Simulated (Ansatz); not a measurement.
BeS:
Space group Fm-3m (No. 225); a = 4.634 Å, b = 4.634 Å, c = 4.634 Å, α = 90.00°, β = 90.00°, γ = 90.00°

| atom | site | symmetry | x | y | z |
|---|---|---|---|---|---|
| S | 4a | m-3m | 0.0000 | 0.0000 | 0.0000 |
| Be | 4b | m-3m | 0.5000 | 0.5000 | 0.5000 |
(The calculation used a cell of 2 atoms; values per cell refer to that cell.)

Relaxed with r²SCAN.

Problem. Which orbitals make up the states near the band edges in r²SCAN in the plane-wave PAW code Ansatz?

Solution. Top 1 eV of the valence band: S 3p 96 %. Bottom 1 eV of the conduction band: Be 2s 73 %, S 3s 6 %, S 3p 6 %, outside the projected shells 15 %. Projections are on Löwdin-orthogonalised atomic valence shells; empty p or d shells of many metals are not among them.

Problem. Tabulate the density of states.

Solution. States/eV per cell of 2 atoms, in 0.25 eV bins, energy from the valence-band maximum.

| E (eV) | total | S 3p | Be 2s | S 3s |
|---|---|---|---|---|
| -7.87 | 0.00 | 0.00 | 0.00 | 0.00 |
| -7.62 | 0.00 | 0.00 | 0.00 | 0.00 |
| -7.37 | 0.10 | 0.07 | 0.02 | 0.00 |
| -7.12 | 0.29 | 0.22 | 0.06 | 0.00 |
| -6.87 | 0.48 | 0.39 | 0.08 | 0.01 |
| -6.62 | 0.78 | 0.65 | 0.10 | 0.02 |
| -6.37 | 1.24 | 1.05 | 0.12 | 0.04 |
| -6.12 | 1.29 | 1.08 | 0.13 | 0.05 |
| -5.87 | 0.92 | 0.74 | 0.10 | 0.06 |
| -5.62 | 0.48 | 0.37 | 0.05 | 0.05 |
| -5.37 | 0.58 | 0.47 | 0.05 | 0.05 |
| -5.12 | 0.66 | 0.55 | 0.05 | 0.04 |
| -4.87 | 0.68 | 0.57 | 0.04 | 0.04 |
| -4.62 | 0.69 | 0.59 | 0.04 | 0.04 |
| -4.37 | 0.68 | 0.59 | 0.03 | 0.03 |
| -4.12 | 0.68 | 0.59 | 0.03 | 0.03 |
| -3.87 | 0.76 | 0.65 | 0.04 | 0.03 |
| -3.62 | 0.85 | 0.72 | 0.06 | 0.03 |
| -3.37 | 1.02 | 0.88 | 0.06 | 0.02 |
| -3.12 | 1.17 | 1.03 | 0.05 | 0.02 |
| -2.87 | 1.10 | 0.97 | 0.04 | 0.02 |
| -2.62 | 1.08 | 0.96 | 0.04 | 0.02 |
| -2.37 | 1.04 | 0.93 | 0.03 | 0.01 |
| -2.12 | 1.01 | 0.91 | 0.02 | 0.01 |
| -1.87 | 0.98 | 0.88 | 0.02 | 0.01 |
| -1.62 | 0.95 | 0.87 | 0.01 | 0.01 |
| -1.37 | 0.92 | 0.85 | 0.01 | 0.01 |
| -1.12 | 0.88 | 0.82 | 0.00 | 0.01 |
| -0.87 | 0.87 | 0.83 | 0.00 | 0.01 |
| -0.62 | 0.80 | 0.77 | 0.00 | 0.00 |
| -0.37 | 0.76 | 0.73 | 0.00 | 0.00 |
| -0.12 | 0.24 | 0.24 | 0.00 | 0.00 |
| 0.13 | 0.00 | 0.00 | 0.00 | 0.00 |
| 0.38 | 0.00 | 0.00 | 0.00 | 0.00 |
| 0.63 | 0.00 | 0.00 | 0.00 | 0.00 |
| 0.88 | 0.00 | 0.00 | 0.00 | 0.00 |
| 1.13 | 0.00 | 0.00 | 0.00 | 0.00 |
| 1.38 | 0.01 | 0.00 | 0.01 | 0.00 |
| 1.63 | 0.08 | 0.00 | 0.06 | 0.01 |
| 1.88 | 0.13 | 0.01 | 0.09 | 0.01 |
| 2.13 | 0.18 | 0.01 | 0.12 | 0.01 |
| 2.38 | 0.23 | 0.02 | 0.15 | 0.01 |
| 2.63 | 0.29 | 0.03 | 0.17 | 0.01 |
| 2.88 | 0.35 | 0.03 | 0.19 | 0.01 |
| 3.13 | 0.42 | 0.04 | 0.20 | 0.01 |
| 3.38 | 0.49 | 0.05 | 0.21 | 0.01 |
| 3.63 | 0.57 | 0.06 | 0.22 | 0.01 |
| 3.88 | 0.65 | 0.07 | 0.22 | 0.01 |
| 4.13 | 0.81 | 0.08 | 0.23 | 0.01 |
| 4.38 | 1.22 | 0.11 | 0.26 | 0.01 |
| 4.63 | 1.08 | 0.11 | 0.21 | 0.01 |
| 4.88 | 0.73 | 0.05 | 0.10 | 0.00 |
| 5.13 | 0.73 | 0.02 | 0.03 | 0.00 |
| 5.38 | 0.86 | 0.02 | 0.02 | 0.01 |
| 5.63 | 0.96 | 0.03 | 0.02 | 0.01 |
| 5.88 | 0.95 | 0.03 | 0.03 | 0.01 |
| 6.13 | 0.98 | 0.04 | 0.04 | 0.01 |

The start of the workflow was typed in or built on a structure type; neither database checked (COD, Materials Project) lists it. COD files the formula under space group No. 216, so this cell is another polymorph or a model. Whether it is the stable phase at ambient conditions was not checked. The r²SCAN relaxation kept the symmetry of its start; its stability against distortions is not shown here.

Potentials: the later of the program's two PAW sets.
